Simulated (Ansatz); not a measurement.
# Sb (R-3m), one atom moved over a plane

Computed with Ansatz 0.2.0, DFT PBEsol, scalar-relativistic, plane waves, PAW. Cutoff 420 eV, Γ-centred 12×12×12 k-points, Gaussian smearing of 0.15 eV. No spin polarisation. Energies are free energies at this smearing, counted from the undisturbed cell; pressure is positive in compression.

Reference structure (as given, not relaxed at this level; it stands at 0.4 GPa):

```xyz
2
Lattice="2.1506 1.2416 3.7440 -2.1506 1.2416 3.7440 0.0000 -2.4833 3.7440" Properties=species:S:1:pos:R:3 pbc="T T T"
Sb    0.0000    0.0000    2.6242
Sb    0.0000    0.0000    8.6078
```

Atom 1 (Sb) is moved by p along (0.707, 0.707, 0.000) and q along (0.000, 0.000, 1.000) (Å), all else fixed. Points are written (p, q).

Energy above the undisturbed cell in eV/cell (a dash: not computed):

```
 p \ q  -0.300  -0.150  0.000  0.150  0.300
-0.300    0.59    0.28   0.11   0.05   0.04
-0.150    0.39       –   0.03      –   0.05
 0.000    0.32       –   0.00      –   0.07
 0.300    0.68       –   0.16      –   0.05
```

Pressure in GPa:

```csv
p \ q,-0.300,-0.150,0.000,0.150,0.300
-0.300,7.6,4.4,1.9,0.1,-0.8
-0.150,6.1,–,0.8,–,-2.0
0.000,5.6,–,0.4,–,-2.5
0.300,8.3,–,2.2,–,-0.8
```